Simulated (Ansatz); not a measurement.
Input file for Ansatz (a program for electronic structure):

Ansatz 0.2 input:
```yaml
crystal:
  lattice:
    - [1.3914279434, 0.8033412977, 4.6505828638]
    - [-1.3914279434, 0.8033412977, 4.6505828638]
    - [0.0, -1.6066825953, 4.6505828638]
  atoms:
    - { symbol: Pt, position: [0.5, 0.5, 0.5] }
    - { symbol: Au, position: [0.0, 0.0, 0.0] }
kpoints:
  mp_grid: { grid: [25, 25, 25] }
hamiltonian:
  xc: lda
  pseudopotentials: { kind: paw }
scf:
  occupations: { method: fermi_dirac, width: 0.1 }
elastic: { mode: relaxed_ion, stencil: two_point, amplitude: 0.005, f_tol: 0.0005 }
```

Output (shortened):

```
Pseudopotential: Pt, paw, valence charge 18
Pseudopotential: Au, paw, valence charge 19
Functional definition: SPW92
Crystal: 2 atoms, lattice volume = 31.190 Å³
Basis set: ecut = 420 eV, 627 PW (Γ)
Bands: 23, of which v1, the nominal top of the filled ones, is band 19 counted from 1 (18 counted from 0)
Symmetry: 12 space group operations
Space group: R-3m (ITA 166), of the structure as read, at distance tolerance 3.1e-5 Å
k-points: 1469 of 15625
SCF 1 converged in 11 iterations: F = -25109.907785 eV  dr2 = 2.20e-14
Crystal: 2 atoms, lattice volume = 31.034 Å³
Basis set: ecut = 420 eV, 623 PW (Γ)
Symmetry: 4 space group operations
k-points: 4069 of 15625
SCF 2 converged in 10 iterations: F = -25109.906429 eV  dr2 = 5.92e-15
Crystal: 2 atoms, lattice volume = 31.346 Å³
Basis set: ecut = 420 eV, 631 PW (Γ)
SCF 3 converged in 8 iterations: F = -25109.907360 eV  dr2 = 5.46e-15
Crystal: 2 atoms, lattice volume = 31.034 Å³
Basis set: ecut = 420 eV, 615 PW (Γ)
SCF 4 converged in 10 iterations: F = -25109.907569 eV  dr2 = 1.28e-14
Crystal: 2 atoms, lattice volume = 31.346 Å³
SCF 5 converged in 8 iterations: F = -25109.906432 eV  dr2 = 9.36e-15
Crystal: 2 atoms, lattice volume = 31.190 Å³
SCF 6 converged in 9 iterations: F = -25109.907706 eV  dr2 = 3.07e-15
Crystal: 2 atoms, lattice volume = 31.190 Å³
SCF 7 converged in 6 iterations: F = -25109.907709 eV  dr2 = 5.56e-14
SCF converged after 11 iterations
Free energy (F): -25109.907785 eV
Harris-Foulkes:  -25109.907785 eV  (|F-HF|=1.09e-11)
Internal energy: -25109.868835 eV  (E = F + TS)
E sigma→0 (E₀):  -25109.888310 eV
Entropy (-TS):   -0.038949 eV (-19.475 meV/atom)
Fermi energy:    22.149148 eV
--- Per-component energies (eV) ---
  E_band       = -323.128349
  E_kinetic    = 1244.972662
  E_local      = -3097.833138  (includes V_loc(G=0)·N_el)
  E_nonlocal   = 288.540586
  E_hartree    = 1240.827384
  E_xc         = -487.870074
  E_vxc        = -578.765161  (∫ρ·V_xc dr)
  E_paw        = -18601.079813  (= ΣΔE_a)
  E_vpaw       = -661.699568  (= ΣTr[D̂ρ^β])
  E_aug_tail   = 0.001513  (compensation charges beyond the density's cutoff)
  E_ewald      = -5698.414541
  E_core_change = 0.986587  (= ΣΔE_core)
  E_smearing   = -0.038949  (= −TS)
  E_closure    =  0.000000  (closes the sum)
  Σ components = -25109.907785   (vs F -25109.907785, Δ=0.00e0)
--- Forces (eV/Å), atoms counted from 1 ---
  atom   1  Pt     0.00000000     0.00000000     0.00000000
  atom   2  Au     0.00000000     0.00000000     0.00000000
  max |Σ_I F_I| component: 0.0 eV/Å
--- Stress (GPa, compression-positive) ---
        0.458720       0.000000       0.000000
        0.000000       0.458720       0.000000
        0.000000       0.000000      -0.596630
  P = ⅓ Tr σ = 0.1069 GPa (1.069 kbar)
--- Band table (eV; the first three rows and the last of 1469) ---
  k-point 0: bands = ["-83.3914", "-76.0728", "-34.7464", "-34.5998", "-34.5998", "-30.0891", "-30.0829", "-30.0829", "11.9734", "14.6824", "17.5003", "17.5003", "17.9230", "18.3441", "18.3441", "19.9226", "19.9226", "21.3349", "21.7645", "21.7645", …
  k-point 1: bands = ["-83.3912", "-76.0725", "-34.7458", "-34.6039", "-34.6008", "-30.0885", "-30.0885", "-30.0843", "12.0316", "14.7319", "17.4723", "17.5372", "17.9465", "18.3017", "18.3657", "19.8670", "19.9375", "20.8879", "21.7464", "22.2849", …
  k-point 2: bands = ["-83.3906", "-76.0715", "-34.7441", "-34.6159", "-34.6038", "-30.1049", "-30.0883", "-30.0868", "12.2043", "14.8769", "17.3921", "17.6463", "18.0091", "18.1861", "18.4265", "19.6905", "19.9858", "20.3893", "21.6934", "23.0092", …
  k-point 1468: bands = ["-83.3912", "-76.0725", "-34.7411", "-34.6038", "-34.6007", "-30.0964", "-30.0886", "-30.0845", "13.6293", "14.2108", "17.1952", "17.6033", "17.6968", "18.1899", "18.9923", "19.0522", "19.3840", "19.4730", "21.1092", "21.1364", …
--- Elastic constants: 3 strain directions × 2 members + reference (group order 12) ---
  dense FFT box of the reference and of every strained cell: 36×36×36
  strains applied: 11, 33, 23; error gains …
  C = ∂σ_k/∂η_j (tension-positive GPa; Voigt order 11 22 33 23 13 12):
       365.829    200.590    196.154    -11.150      0.000      0.000
       200.590    365.829    196.154     11.150      0.000      0.000
       195.073    195.073    322.246      0.000      0.000      0.000
       -11.147     11.147      0.000     31.921      0.000      0.000
         0.000      0.000      0.000      0.000     31.921    -11.147
         0.000      0.000      0.000      0.000    -11.150     82.619
  reference stress σ⁰ (GPa):     -0.459     -0.459      0.597      0.000      0.000      0.000
  moduli (Voigt/Reuss/Hill, GPa): K = 248.62/247.39/248.00   G = 60.10/47.51/53.81   E = 150.53   ν = 0.399
  mechanically stable: yes (min eigenvalue of sym C = 29.58 GPa)
  strain η (Voigt 11):  stress-route row diagonal C_11 = 365.83 GPa, energy-path curvature d²(F+E_count+ΔE)/dδ²/Ω₀ = 365.72 GPa
         δ    σ_11 (GPa)             F (eV)   n_scf  n_hpsi   n_pw
    -5.000e-3      -2.3458      -25109.9064292      10  1756814    623   relax 0 steps, max|allowed force component| 0.00e0 eV/Å
     5.000e-3       1.3125      -25109.9073605       8  1428437    631   relax 0 steps, max|allowed force component| 0.00e0 eV/Å
  strain η (Voigt 33):  stress-route row diagonal C_33 = 322.25 GPa, energy-path curvature d²(F+E_count+ΔE)/dδ²/Ω₀ = 322.13 GPa
         δ    σ_33 (GPa)             F (eV)   n_scf  n_hpsi   n_pw
    -5.000e-3      -1.0537      -25109.9075694      10  657755    624   relax 0 steps, max|allowed force component| 0.0 eV/Å
     5.000e-3       2.1688      -25109.9064323       8  524353    633   relax 0 steps, max|allowed force component| 0.0 eV/Å
  strain η (Voigt 23):  stress-route row diagonal C_44 = 31.92 GPa, energy-path curvature d²(F+E_count+ΔE)/dδ²/Ω₀ = 31.86 GPa
         δ    σ_23 (GPa)             F (eV)   n_scf  n_hpsi   n_pw
    -5.000e-3      -0.1640      -25109.9077059       9  1890664    627   relax 0 steps, max|allowed force component| 0.0 eV/Å
     5.000e-3       0.1552      -25109.9077089       6  1278352    627   relax 0 steps, max|allowed force component| 0.00e0 eV/Å
```

Cost: around 17 core-minutes (rough) on shared cores.

The workflow started from a Materials Project entry (that database holds measured and hypothetical structures alike); the Crystallography Open Database copy checked does not list it. With Pt and Au taken as one species the cell has the higher symmetry Fm-3m, so it may be an ordered model of a mixed-site phase. Its standing as an ambient phase is unchecked. Symmetry was held in the LDA relaxation; whether a distortion lowers the energy is not shown. No spin polarisation was allowed. As this level gives no gap, shear constants depend on the k-mesh and smearing (Fermi–Dirac, 0.1 eV here). Axis ratios of metals converge slowly with the k-mesh, so a and c are less sure than the volume. On the denser mesh and wider smearing of the elastic run this cell carries a stress of 0.6 GPa. Spin–orbit coupling is left out wherever it is not named.

Potentials: the later of the program's two PAW sets.

Ansatz is a plane-wave DFT program.
